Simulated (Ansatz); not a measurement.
GaRu$_{3}$C:
```
CELL_PARAMETERS angstrom
      3.97778     0.00000     0.00000
      0.00000     3.97778     0.00000
      0.00000     0.00000     3.97778
ATOMIC_POSITIONS crystal
  Ga 0.00000 0.00000 0.00000
  Ru 0.00000 0.50000 0.50000
  Ru 0.50000 0.00000 0.50000
  Ru 0.50000 0.50000 0.00000
  C  0.50000 0.50000 0.50000
```

This is the PBEsol-relaxed structure.

Question: All from DFT-PBEsol in the program Ansatz with PAW potentials, unless another level is named. Give the electronic character.

Answer: metallic (no gap).

Question: Predict the formation energy from the elements (no fitted shifts).

Answer: 0.056 eV/atom.

Question: What about the density of states at the Fermi level?

Answer: 1.1 states/eV per atom (mean over ±0.08 eV).

Question: What about the gap with spin–orbit coupling?

Answer: none (metallic).

Space group Pm-3m (anti-perovskite). The start of the workflow was typed in or built on a structure type; neither database checked (COD, Materials Project) lists it. Whether it is the stable phase at ambient conditions was not checked. The PBEsol relaxation kept the symmetry of its start; phonons show weakly imaginary modes. The run is not spin-polarised. The references are the lowest solids computed at this level, not always the standard phases. Spin–orbit coupling is left out wherever it is not named.

Potentials: the earlier of the program's two PAW sets. The files were generated under PBE; for other functionals the program regenerates the frozen cores, and for LDA and PBEsol the local potential too.
